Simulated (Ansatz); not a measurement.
## Cs: the functional and the phonons

Cs in the bcc lattice, relaxed with PBE.

```
CELL_PARAMETERS angstrom
-3.08000 3.08000 3.08000
3.08000 -3.08000 3.08000
3.08000 3.08000 -3.08000
ATOMIC_POSITIONS crystal
Cs 0.00000 0.00000 0.00000
```

Computed with Ansatz (plane-wave DFT, scalar-relativistic): PBE; Ansatz hand-made PAW at 520 eV; k mesh 8×8×8; Fermi–Dirac smearing of 0.1 eV; no spin. Harmonic phonons by finite displacements in cells commensurate with each q, in cm⁻¹; i marks an unstable mode.

Caveats: coarse k mesh.

At 116.87 Å³ an atom it gives lowest mode at q = [0.5, -0.5, 0.5] (cm⁻¹) 33; top mode at q = [0.5, -0.5, 0.5] (cm⁻¹) 33.

Problem. Repeat with LDA in the same cell, on the same kind of potentials and mesh. What changes?

Solution. 
```tsv
functional	cutoff (eV)	volume (Å³/atom)	lowest mode at q = [0.5, -0.5, 0.5] (cm⁻¹)	top mode at q = [0.5, -0.5, 0.5] (cm⁻¹)
LDA in the same cell	520	116.87	29	29
```
